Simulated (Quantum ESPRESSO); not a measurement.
Hf$_{2}$TiInIrRu$_{3}$ (simulated cell) (calculated)

Computed with Quantum ESPRESSO 7.5. Calculation on a made-up metal alloy cell, not a measurement: no spin or spin-orbit, unrelaxed, 2900 K smearing, stress positive in tension, cell energy less fitted offsets; periodic Kohn-Sham density functional theory in plane waves with PseudoDojo standard norm-conserving scalar-relativistic pseudopotentials, each functional with its own files (v0.5 for PBE, v0.4.1 for LDA and PBEsol), eight atoms on drawn sites of a strained close-packed or body-centred lattice, each displaced and held fixed; the energy is the cell's free energy, ions and the entropy term -TS included, at the stated Fermi-Dirac width, less a fixed offset for each atom's element (shifted free energy); compositions with an open d shell lost a parallel starting moment in a cheaper test run, and other magnetic orders were not tried; an error bar is the largest change of its kind in a tighter rerun, never given below 0.002 eV, 0.02 GPa or 0.003 eV/angstrom, and covers cutoff and k-mesh only, not smearing or the files.

Common to all runs: lattice type hexagonal close-packed; functional pbe; cutoff 1143 eV; fermi dirac smearing 0.25 eV; electrons removed 0; run command mpirun -np 4 pw.x -nk 4 -in in; run processor Intel Xeon, 2023 or later, virtual cores; k mesh 5 x 5 x 5 shifted half a step off Gamma on each axis.

Notes on all entries: heavy elements are run without spin-orbit coupling, which real alloys of them have; a spin test at this wide smearing found no moment, but such smearing suppresses magnetism that the real alloy may have; lattice, volume and sites are drawn at random and may be unstable or far from any real phase; energies are for the whole cell, less offsets fitted to these runs, so they are not formation energies.

(1) Hf$_{2}$TiInIrRu$_{3}$ (simulated cell)

```
Hf2TiInIrRu3
1.0
     -0.0295     5.0881    -0.0492
      2.9148    -0.0625     4.5734
      2.8859     0.0285    -4.5553
Ru Ti Hf In Ir Ru Hf
2 1 1 1 1 1 1
Direct
  -0.00493 -0.00478 -0.00060
  0.00142 0.48647 0.49665
  0.34188 0.25966 0.75822
  0.33793 0.75733 0.25583
  0.48839 0.24956 0.25638
  0.50744 0.75316 0.73223
  0.83341 0.00857 0.50394
  0.83128 0.48627 0.00615
```

| Quantity | Value |
| --- | --- |
| entropy term negative ts | -1.722 eV |
| pressure | 0.53 GPa |
| stress xx | 0.03221 GPa |
| stress yy | 1.5 GPa |
| stress zz | -3.12 GPa |
| stress yz | -4.51 GPa |
| stress xz | -1.06 GPa |
| stress xy | -1.45 GPa |
| shifted free energy | -1.381 eV |

Atoms:
```tsv
atoms element	atom site	atom energy offset (eV)
Ru	1	-2750.51
Ru	2	-2750.51
Ti	3	-1615.4
Hf	4	-1535.13
In	5	-1808.02
Ir	6	-3133.86
Ru	7	-2750.51
Hf	8	-1535.13
```

Forces:
```tsv
site	x (eV/Å)	y (eV/Å)	z (eV/Å)
1	-0.615	0.077	0.151
2	1.017	-0.188	-0.02
3	-0.87	-0.744	-0.175
4	0.494	-0.954	-0.236
5	-0.015	0.456	-0.231
6	0.474	-0.023	-0.499
7	-0.284	0.307	-0.364
8	-0.201	1.069	1.373
```

Notes: error bars: energy 0.0037 eV, stress 0.03 GPa, force 0.0081 eV/Å, from a tighter rerun of this cell; 18 SCF iterations, 322 s of wall time on a shared machine.

(2) Hf$_{2}$TiInIrRu$_{3}$ (simulated cell)

```
Hf2TiInIrRu3
1.0
     -0.0295     5.0881    -0.0492
      2.9148    -0.0625     4.5734
      2.8859     0.0285    -4.5553
Ru Hf Ti Ru Hf Ru In Ir
1 1 1 1 1 1 1 1
Direct
  -0.00493 -0.00478 -0.00060
  0.00142 0.48647 0.49665
  0.34188 0.25966 0.75822
  0.33793 0.75733 0.25583
  0.48839 0.24956 0.25638
  0.50744 0.75316 0.73223
  0.83341 0.00857 0.50394
  0.83128 0.48627 0.00615
```

| Item | Value |
| --- | --- |
| entropy term negative ts | -1.711 eV |
| pressure | 0.95 GPa |
| stress xx | 5.35 GPa |
| stress yy | -0.49 GPa |
| stress zz | -7.69 GPa |
| stress yz | 1.47 GPa |
| stress xz | -0.81 GPa |
| stress xy | -0.79 GPa |
| shifted free energy | -1.471 eV |

Atoms:
```tsv
atoms element	atom site	atom energy offset (eV)
Ru	1	-2750.51
Hf	2	-1535.13
Ti	3	-1615.4
Ru	4	-2750.51
Hf	5	-1535.13
Ru	6	-2750.51
In	7	-1808.02
Ir	8	-3133.86
```

Forces:
```tsv
site	x (eV/Å)	y (eV/Å)	z (eV/Å)
1	0.027	0.636	-0.217
2	1.894	0.026	1.718
3	0.966	-0.162	-1.261
4	-0.321	-0.315	0.466
5	-1.594	0.151	1.173
6	0.146	-0.481	-1.429
7	-1.131	0.124	-1.446
8	0.012	0.021	0.996
```

Notes: error bars: energy 0.0037 eV, stress 0.03 GPa, force 0.0081 eV/Å, from a tighter rerun of a related cell, whose elements or sites may differ; 18 SCF iterations, 321 s of wall time on a shared machine.
